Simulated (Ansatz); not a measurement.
## Strain and the gap of MoTe₂ (P6_3/mmc)

MoTe₂ (P6_3/mmc) from a database of computed structures, relaxed with r2SCAN+rVV10 in the PAW code Ansatz. The symmetry is P6_3/mmc (No. 194, hexagonal); a = 3.542 Å, c = 14.176 Å in the conventional setting, 25.67 Å³ an atom. Te has 3 Mo at 2.72 Å; Mo has 6 Te at 2.72 Å.

The axes x, y and z are those of this cell:
```yaml
crystal:
  lattice:
    - [3.54213, 0.00000, 0.00000]
    - [-1.77107, 3.06758, 0.00000]
    - [0.00000, 0.00000, 14.17628]
  atoms:
    - { symbol: Te, position: [0.33333, 0.66667, 0.12340] }
    - { symbol: Te, position: [0.66667, 0.33333, 0.62342] }
    - { symbol: Te, position: [0.66667, 0.33333, 0.87660] }
    - { symbol: Te, position: [0.33333, 0.66667, 0.37658] }
    - { symbol: Mo, position: [0.33333, 0.66667, 0.75001] }
    - { symbol: Mo, position: [0.66667, 0.33333, 0.24999] }
```

Unstrained: PBE gives an indirect gap of 0.772 eV, from Γ to Γ–K (0.59 of the way from Γ); the least direct gap is 1.002 eV at K. The r2SCAN gap is indirect, 0.884 eV (Γ to Γ–K (0.59 of the way from Γ)), below the direct gap of 1.084 eV at K. With HSE06 the valence top lies at Γ and the conduction bottom at Γ–K (0.59 of the way from Γ), 1.186 eV higher; the smallest vertical gap, at K, is 1.409 eV. Meshes: PBE 12×12×2, r2SCAN 12×12×2, HSE06 6×6×2. Strains are changes of length per length. After each strain the atoms were relaxed again with r2SCAN+rVV10 within the symmetry that the strain leaves, so tilts or polar shifts that break it weren't tested; points keep the names that they have in the unstrained zone. (Simulation; spin polarisation is off.)

Changes of the least gap in eV (an overlap counts as a negative gap):
```json
{"strain": "uniaxial +4.93 % along z", "volume change (%)": "+4.9", "space group": "P6_3/mmc", "PBE": "+0.156", "r2SCAN": "+0.146", "HSE06": "+0.147"}
{"strain": "isotropic +0.37 % on every length", "volume change (%)": "+1.1", "space group": "P6_3/mmc", "PBE": "+0.011", "r2SCAN": "+0.010", "HSE06": "+0.014"}
```

Uniaxial +4.93 % along z, other directions held. HSE06: the gap goes from 1.186 to 1.333 eV (+0.147 eV); the edges go from Γ → Γ–K (0.59) to K → Γ–K (0.59). Stress change with PBE, compression positive: xx -0.40, yy -0.40, zz -1.26 GPa.

Isotropic +0.37 % on every length. HSE06: the gap goes from 1.186 to 1.200 eV (+0.014 eV). Stress change with PBE, compression positive: xx -0.61, yy -0.61, zz -0.24 GPa. For HSE06, dE_g/d ln V = 1.3 eV over this step.

No spin-orbit coupling is included; it can move band edges with weight on the heavy atoms by tenths of an eV.

Where an edge lies off the special points, it is a point of the mesh or the k point where a search put PBE's edge or least direct gap, reused for the other functionals, whose own edges may lie a little apart.

The meshes of the hybrids are coarse, so their gaps aren't converged to the digits shown.
